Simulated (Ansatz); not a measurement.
**Is this AlGa₂As₃ structure stable?**

The cell was found from a structure generator's guess, not taken from experiment.

The calculation used Ansatz 0.2.0, DFT PBE, scalar-relativistic, plane waves, PAW. Cutoff 420 eV, Γ-centred 10×10×10 mesh (6-atom cell), Gaussian smearing of 0.02 eV, no spin polarisation.

```cif
data_structure
_symmetry_space_group_name_H-M 'I-4m2'
_symmetry_Int_Tables_number 119
_cell_length_a 4.0594
_cell_length_b 4.0594
_cell_length_c 17.2150
_cell_angle_alpha 90.000
_cell_angle_beta 90.000
_cell_angle_gamma 90.000
_cell_volume 283.68
loop_
_atom_site_label
_atom_site_type_symbol
_atom_site_symmetry_multiplicity
_atom_site_Wyckoff_symbol
_atom_site_fract_x
_atom_site_fract_y
_atom_site_fract_z
_atom_site_occupancy
Al1 Al 2 a 0.00000 0.00000 0.00000 1
Ga1 Ga 4 e 0.50000 0.50000 0.16656 1
As1 As 2 d 0.50000 0.00000 0.25000 1
As2 As 4 f 0.00000 0.50000 0.41725 1
```

The zero of energy is the elements' standard structures at the same level; no fitted shifts are applied.

Problem. These tests were run: energy against the elements; random kick, then relaxation without symmetry; elastic tensor. What do they show?

Solution.

```json
{"test": "energy against the elements", "result": "−0.395 eV/atom"}
{"test": "random kick, then relaxation without symmetry", "result": "returns"}
{"test": "elastic tensor", "result": "least eigenvalue 28 GPa"}
```

It fails none of these tests. Other phases of the system weren't compared here, so this isn't yet thermodynamic stability. Phonons away from Γ weren't computed.

The reference form of As is held partly by dispersion forces, which this level lacks. The kick test ran on a coarse mesh. The run for the elastic tensor used a 10×10×10 k mesh.
